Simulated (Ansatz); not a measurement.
AlAu:
```
CELL_PARAMETERS angstrom
      3.15214     0.00000     0.00000
      0.00000     3.15214     0.00000
      0.00000     0.00000     3.15214
ATOMIC_POSITIONS crystal
  Al 0.00000 0.00000 0.00000
  Au 0.50000 0.50000 0.50000
```

Relaxed with LDA. Special points in fractions of this cell's reciprocal vectors: Γ (0.000, 0.000, 0.000); X (0.000, 0.500, 0.000); M (0.500, 0.500, 0.000); R (0.500, 0.500, 0.500).

Question: List the band energies nearest the Fermi level at these points for plane-wave PAW LDA (Ansatz code).

Answer: In eV from the Fermi level; about four levels below and three above (degenerate sets whole), none deeper than 8.9 eV; … stands for higher levels left out; points with the same levels are listed once.

```json
[
 {"k": "Γ", "below": "-7.10 -7.10 -4.96 -4.96 -4.96", "above": "2.81 2.81 2.81"},
 {"k": "X", "below": "-5.96 -5.96 -4.83 -3.40", "above": "5.62 7.31 7.31"},
 {"k": "M", "below": "-4.02 -3.79 -3.79 -1.30", "above": "0.99 7.34 …"},
 {"k": "R", "below": "-7.64 -7.64 -7.64 -3.96 -3.96 -0.37", "above": "0.72 0.72 0.72"}
]
```

Space group Pm-3m (CsCl type). The workflow started from a Materials Project entry (that database holds measured and hypothetical structures alike); the Crystallography Open Database copy checked does not list it. With Al and Au taken as one species the cell has the higher symmetry Im-3m, so it may be an ordered model of a mixed-site phase. Its standing as an ambient phase is unchecked. Symmetry was held in the LDA relaxation. At this level the phase is mechanically unstable. Scalar-relativistic: spin–orbit coupling is off unless named, which matters more the heavier the elements.

Potentials: the later of the program's two PAW sets.
